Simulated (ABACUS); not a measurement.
Set-up for a self-consistent single point of TePb₂Se (P1, 4 atoms in the cell; from Materials Project mp-1217291, changed as shown).

```
CELL_PARAMETERS angstrom
      2.20957     1.27570     7.21250
     -2.20957     1.27570     7.21250
      0.00000    -2.55140     7.21250
ATOMIC_POSITIONS crystal
  Te 0.48958 0.50011 0.51099
  Pb 0.76012 0.74451 0.72952
  Pb 0.26406 0.25863 0.24571
  Se 0.98623 0.99674 0.01378
```

Level of theory: LDA (PW92), numerical atomic orbitals SZP (confined pseudo-atomic orbitals with Gaussian additions; energy shift 0.01 Ry), PseudoDojo 0.4 standard norm-conserving LDA (tails mended) pseudopotentials in ABACUS 3.10.1.

ABACUS settings:

| key | value |
|---|---|
| basis | SZP numerical atomic orbitals, energy shift 0.01 Ry |
| KPT | Gamma 6 6 6 0 0 0 |
| basis_type | lcao |
| dft_functional | PWLDA |
| ecutwfc | 100 Ry |
| smearing_method | fd |
| smearing_sigma | 0.00146997 Ry |
| potentials | PseudoDojo 0.4 standard norm-conserving LDA (tails mended) |
| symmetry | 1 |
| symmetry_prec | 1e-05 |
| ks_solver | genelpa |
| scf_nmax | 100 |
| scf_thr | 1.0e-07 |
| mixing_type | pulay |
| mixing_beta | 0.4 |

Results:

| Property | Value |
|---|---|
| Number of valence electrons | 60 |
| Number of bands | 40 |
| Number of k-points after the program's reduction | 112 |
| Size of the basis | 84 |
| Number of SCF iterations | 11 |
| Free energy E − TS | -9967.2057 eV |
| Top of the valence band (on the code's own zero) | 9.40 eV |
| Gap on the k-point mesh | 0.60 eV |
| Pressure | -1.41 GPa |
| Largest force (vector length) | 0.188 eV/Å |

Forces (eV/Å):
```json
[
 {"atom": "Te1", "Fx": "0.075", "Fy": "0.093", "Fz": "-0.054"},
 {"atom": "Pb2", "Fx": "-0.094", "Fy": "-0.149", "Fz": "-0.020"},
 {"atom": "Pb3", "Fx": "-0.028", "Fy": "-0.104", "Fz": "-0.015"},
 {"atom": "Se4", "Fx": "0.046", "Fy": "0.160", "Fz": "0.089"}
]
```

Stress (GPa, positive for compression):
```
-1.42   0.13   0.14
 0.13  -1.37  -0.01
 0.14  -0.01  -1.44
```

Gaps are taken between levels on the mesh.

For comparison: a first run was changed to give this one (atoms moved at random), and from it to this one the free energy goes up by 3.9 meV/atom, the pressure goes from -1.60 to -1.41 GPa and the gap on the mesh goes from 0.569 to 0.598 eV.

Spin-orbit coupling is left out, which matters for bands and gaps with elements this heavy. The atom-centred basis is finite, which shifts total energies, pressures, gaps and forces against plane waves. A single-zeta basis is rough, for pressures and forces above all. The structure comes from a collection of computed structures, made at another level of theory; the collection holds predicted forms beside known ones. Its lattice was then scaled.

Cost on one core: about 50 core-seconds (a rough figure).

The atomic orbitals were generated for these runs; they are not ABACUS's published sets and were checked against plane waves on a few crystals only.

“Tails mended”: in these copies of the files the far tail of each local potential was reset to the Coulomb form.
